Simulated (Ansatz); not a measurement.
Polymorphs of SrO, each relaxed with HSE06 in the plane-wave PAW code Ansatz:

A: rock salt (Fm-3m)
a = 5.1535 Å, b = 5.1535 Å, c = 5.1535 Å, α = 90.00°, β = 90.00°, γ = 90.00°

```tsv
atom	site	symmetry	x	y	z
Sr	4b	m-3m	0.5000	0.5000	0.5000
O	4a	m-3m	0.0000	0.0000	0.0000
```

B: P6_3/mmc
a = b = 4.263 Å, c = 5.138 Å, α = β = 90.00°, γ = 120.00°

| atom | site | symmetry | x | y | z |
|---|---|---|---|---|---|
| Sr | 2d | -6m2 | 0.6667 | 0.3333 | 0.2500 |
| O | 2c | -6m2 | 0.3333 | 0.6667 | 0.2500 |

**Question.** Put the candidates in order of energy per atom at 0 K, lowest first, for HSE06.

**Answer.** A (+0 meV/atom), B (+63 meV/atom)

**Question.** Give each one's gap.

**Answer.** A 4.79 eV; B 4.02 eV.

Not the usual ambient phase: B. All cells were relaxed under the symmetry of their starts (and spin orders); stability against distortions was not tested throughout. Scalar-relativistic: spin–orbit coupling is off unless named, which matters more the heavier the elements.

Potentials: the later of the program's two PAW sets.
